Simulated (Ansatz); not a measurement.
CH2F2 in its lowest state found on the top face of a (100) slab of Zr (P6_3/mmc (No. 194)), 6 planes, outer planes Zr (top) and Zr (bottom); 1 a cell of 32.56 Å², its atoms last:

```
CELL_PARAMETERS angstrom
6.37101 0.00000 0.00000
0.00000 5.11009 0.00000
0.00000 0.00000 26.15373
ATOMIC_POSITIONS crystal
Zr 0.50000 0.75000 0.30588
Zr 0.00000 0.75000 0.30588
Zr 0.75000 0.25000 0.34104
Zr 0.25000 0.25000 0.34104
Zr 0.75000 0.75000 0.41136
Zr 0.25000 0.75000 0.41136
Zr 0.99974 0.24996 0.44566
Zr 0.50027 0.24990 0.44561
Zr 0.99592 0.74739 0.51533
Zr 0.50452 0.74732 0.51546
Zr 0.25054 0.24805 0.54512
Zr 0.74969 0.24151 0.55177
F 0.75800 0.95948 0.71620
C 0.75647 0.92074 0.66509
F 0.75222 0.17666 0.64240
H 0.61211 0.82207 0.65251
H 0.90239 0.82794 0.65182
```

Theory: Ansatz 0.2.0, DFT PBE+D3(BJ), scalar-relativistic, plane waves, PAW. Settings: cutoff 420 eV, Γ-centred mesh 3×4×1 on the computed 17-atom cell, Gaussian smearing of 0.10 eV; no spin polarisation. The cell repeats along c with a dipole correction in the vacuum.

The clean top face has a work function of 3.83 eV. Adsorption changes the slab's dipole along +c by Δp = +0.0495 e·Å a cell (+0.24 D an adsorbate).

(1) What change of work function does the Helmholtz equation give?

(2) How does that compare with the calculation?

(3) What does the sign say about the electrons?

Answers

(1) A sheet of dipoles makes a step in an electron's potential energy of −e·Δp/(ε0·A), and e/ε0 = 180.95 eV·Å for Δp in e·Å: −180.95 × (0.0495)/32.56 = -0.28 eV. This is the change of φ(top) − φ(bottom). If the bottom face is unmoved, φ(top) becomes 3.56 eV.

(2) φ(top) changes by -0.27 eV and φ(bottom) by +0.01 eV, so their difference changes by -0.28 eV. The bottom face hardly moves.

(3) The change of dipole points out of the surface, so the work function falls. The molecule's own dipole can set this sign. Δp also holds the adsorbate's own dipole and the moves of the surface atoms, so it isn't a charge transfer alone.